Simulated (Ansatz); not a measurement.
## Optical constants of Ti$_{3}$Si

All numbers below come from Ansatz 0.2.0, DFT LDA, scalar-relativistic, plane waves, PAW. Cutoff 420 eV, 6×6×8 k-points (Γ-centred), Fermi-Dirac smearing of 0.15 eV. No spin polarisation.

The cell, relaxed at this level:
```yaml
crystal:
  lattice:
    - [5.51583, 0.00000, 0.00000]
    - [-2.75792, 4.77685, 0.00000]
    - [0.00000, 0.00000, 4.45245]
  atoms:
    - { symbol: Ti, position: [0.34273, 0.17136, 0.75000] }
    - { symbol: Ti, position: [0.82864, 0.17136, 0.75000] }
    - { symbol: Ti, position: [0.82864, 0.65727, 0.75000] }
    - { symbol: Ti, position: [0.65727, 0.82864, 0.25000] }
    - { symbol: Ti, position: [0.17136, 0.82864, 0.25000] }
    - { symbol: Ti, position: [0.17136, 0.34273, 0.25000] }
    - { symbol: Si, position: [0.33333, 0.66667, 0.75000] }
    - { symbol: Si, position: [0.66667, 0.33333, 0.25000] }
```

In a metal these results depend on the k mesh and the smearing.

Independent-particle response (no local fields, no excitons) on a 12×12×14 mesh, broadened by 0.1 eV; the Drude term is undamped and its weight carries the smearing above, which sets much of it in a semimetal. The run couldn't bound its error over part or most of this range, so small peaks and near ties are unsure. Light polarised along x. ε₁ lacks the small share of bands above those solved.

Problem. Tabulate ε₁ and ε₂ against photon energy.

Solution.
```csv
E (eV),ε₁,ε₂
0.2,-57.38,160.99
0.6,3.77,74.31
1.0,-4.02,47.84
1.4,1.36,30.13
1.8,3.88,28.14
2.2,-3.00,25.61
2.6,-2.75,19.11
3.0,-0.45,16.21
3.4,-4.96,14.01
3.8,-2.61,15.18
4.2,-4.76,10.20
4.6,-2.09,9.35
5.0,-1.81,9.16
5.4,-2.35,7.80
5.8,-2.16,9.11
6.2,-1.16,8.62
6.6,-4.83,10.01
7.0,-5.44,5.34
7.4,-3.78,5.12
7.8,-2.88,4.06
```

Problem. Where is the highest local maximum of ε₂ between 0.3 and 8 eV?

Solution. At 1.9 eV, where ε₂ = 29.1.

Cost: 1 run of about 23 core-minutes, on Arm Neoverse V1 (shared hosts).